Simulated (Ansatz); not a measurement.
Li₃Sb in space group Fm-3m (No. 225; Li on 4b, Li on 8c, Sb on 4a), the program Ansatz at the r²SCAN level (PAW). The conduction-band minimum lies at X, with 3 equivalent valleys. Second derivatives d²E/dk² of the lowest band at one valley (eV·Å²), along Cartesian directions:

```tsv
direction	d²E/dk²
[100]	10.16
[010]	27.86
[001]	27.86
[110]	19.01
[101]	19.01
[011]	27.83
```

Find the principal effective masses, the density-of-states mass and the conductivity mass.

Off-diagonal terms follow from H_xy = H[110] − (H_xx + H_yy)/2, and m*/mₑ = 7.620 eV·Å² over each eigenvalue: 0.27, 0.27, 0.75. One valley's DOS mass (m₁m₂m₃)^(1/3) = 0.38, conductivity mass 3/(Σ 1/mᵢ) = 0.35 mₑ.

What effective density of states Nc follows at 300 K for parabolic valleys?

Nc = 2.509e19 × 3 × (0.38)^(3/2) ≈ 1.8e19 cm⁻³.

The first step of the workflow began from a Materials Project structure, measured or hypothetical; the Crystallography Open Database files this formula in space group No. 225, but the cells were not matched. Whether it is the stable phase at ambient conditions was not checked. Symmetry was held in the r²SCAN relaxation; its stability against distortions is not shown here. Spin–orbit coupling is left out wherever it is not named.

Potentials: the later of the program's two PAW sets.

Edges and masses are those of Kohn–Sham bands, whose gap is no quasiparticle gap.
